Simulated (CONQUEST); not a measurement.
A self-consistent single point of SnTe (Fm-3m, 8 atoms in the cell; from Materials Project mp-1883, changed as shown) with CONQUEST.

Level of theory: LDA (PW92), numerical atomic orbitals double-zeta with polarisation (the shipped basis), PseudoDojo norm-conserving potentials made for LDA (CONQUEST 1.3).

The change in words: volume scaled by 0.96. Reference geometry (Fm-3m):
```
SnTe
1.0
    6.37163     0.00000     0.00000
    0.00000     6.37163     0.00000
    0.00000     0.00000     6.37163
Sn Te
4 4
Direct
  0.00000   0.00000   0.00000
  0.00000   0.50000   0.50000
  0.50000   0.00000   0.50000
  0.50000   0.50000   0.00000
  0.50000   0.00000   0.00000
  0.50000   0.50000   0.50000
  0.00000   0.00000   0.50000
  0.00000   0.50000   0.00000
```

Reference input (self-consistent single point, DFT, LDA (PW92), numerical atomic orbitals double-zeta with polarisation (the shipped basis), PseudoDojo norm-conserving potentials made for LDA): basis = DZP; Diag.MPMeshX, Y, Z = 4 4 4; potentials = PseudoDojo norm-conserving LDA; Grid.GridCutoff = 140 Ha; DM.SolutionMethod = diagon; Diag.kT = 0.003675 Ha; Diag.GammaCentred = true; minE.SCTolerance = 1.0e-07; SC.MaxIters = 100; SC.LinearMixingFactor = 0.3; AtomMove.TypeOfRun = static. This run's input differs from it in these lines:

```diff
@@ -30,14 +30,14 @@
 # file: coords.dat
-     6.371630000      0.000000000      0.000000000
-     0.000000000      6.371630000      0.000000000
-     0.000000000      0.000000000      6.371630000
+     6.285517000      0.000000000      0.000000000
+     0.000000000      6.285517000      0.000000000
+     0.000000000      0.000000000      6.285517000
 8
     0.000000000     0.000000000     0.000000000  1 T T T
-    0.000000000     3.185815000     3.185815000  1 T T T
-    3.185815000     0.000000000     3.185815000  1 T T T
-    3.185815000     3.185815000     0.000000000  1 T T T
-    3.185815000     0.000000000     0.000000000  2 T T T
-    3.185815000     3.185815000     3.185815000  2 T T T
-    0.000000000     0.000000000     3.185815000  2 T T T
-    0.000000000     3.185815000     0.000000000  2 T T T
+    0.000000000     3.142758500     3.142758500  1 T T T
+    3.142758500     0.000000000     3.142758500  1 T T T
+    3.142758500     3.142758500     0.000000000  1 T T T
+    3.142758500     0.000000000     0.000000000  2 T T T
+    3.142758500     3.142758500     3.142758500  2 T T T
+    0.000000000     0.000000000     3.142758500  2 T T T
+    0.000000000     3.142758500     0.000000000  2 T T T
```

The program printed (abridged):

```
    PulayMixSC: Starting Pulay mixing, A_up =  0.300 A_dn =  0.300
    PulayMixSC: Spin non-polarised calculation.
          Harris-Foulkes Energy            :      -732.849694349388301 Ha
          Free Energy (E-TS)               :      -732.850565494173793 Ha
    PulayMixSC: Pulay iteration     1 residual:              0.60651E-03
          Harris-Foulkes Energy            :      -732.834226761643322 Ha
          Free Energy (E-TS)               :      -732.835201261284283 Ha
    PulayMixSC: Pulay iteration     2 residual:              0.31807E-03
          Harris-Foulkes Energy            :      -732.829621057562349 Ha
   [... lines left out ...]
          Free Energy (E-TS)               :      -732.830411022751605 Ha
    PulayMixSC: Pulay iteration     5 residual:              0.88035E-05
          Harris-Foulkes Energy            :      -732.829366973646188 Ha
          Free Energy (E-TS)               :      -732.830407223957764 Ha
    PulayMixSC: Pulay iteration     6 residual:              0.24852E-05
          Harris-Foulkes Energy            :      -732.829367335599841 Ha
          Free Energy (E-TS)               :      -732.830406744923494 Ha
    PulayMixSC: Pulay iteration     7 residual:              0.75433E-07
    PulayMixSC: Reached SCF tolerance of  0.75433E-07 after      7 iterations
      | Number of electrons      =       120.000216
      | GS Energy as E-(1/2)TS   =      -732.829887040261610 Ha
      | Free Energy as E-TS      =      -732.830406744923494 Ha
      |* Harris-Foulkes energy   =      -732.829367335599841 Ha
      |* DFT total energy        =      -732.829367335230359 Ha

    force: Forces on atoms (Ha/A )
    force:  Atom   X              Y              Z
    force:     1   0.0000000000   0.0000000000  -0.0000000000
   [... zero for the other atoms too ...]

    force: Maximum force :        0.00000000(Ha/A ) on atom         7 in z direction
    force: Force Residual:        0.00000000 Ha/A
    force: Total stress:          0.87030138     0.00000000     0.00000000 GPa
                             0.00000000     0.87030138     0.00000000
                             0.00000000     0.00000000     0.87030138
    force: Average pressure:     -0.87030138 GPa

    get_E_and_F: Change in energy during last step of electronic optimisation: -0.36195E-06
```

The run converged in 7 iterations. CONQUEST prints the stress tensor with tension positive. Against the reference run the free energy drops by 15.0 meV/atom and the pressure goes from -2.68 to -0.87 GPa.

The program uses no crystal symmetry, so grid and mesh can part values that symmetry would make equal. The atom-centred basis is finite, which shifts total energies and pressures against plane waves. The structure comes from a collection of computed structures, made at another level of theory; the collection holds predicted forms beside known ones. No clean gap shows at this smearing width and mesh (spacing up to 0.25 Å⁻¹); the mesh is coarse for partly filled bands, so the values carry mesh errors. Semi-local functionals can close small gaps.

Cost on one core: roughly 60 core-seconds.
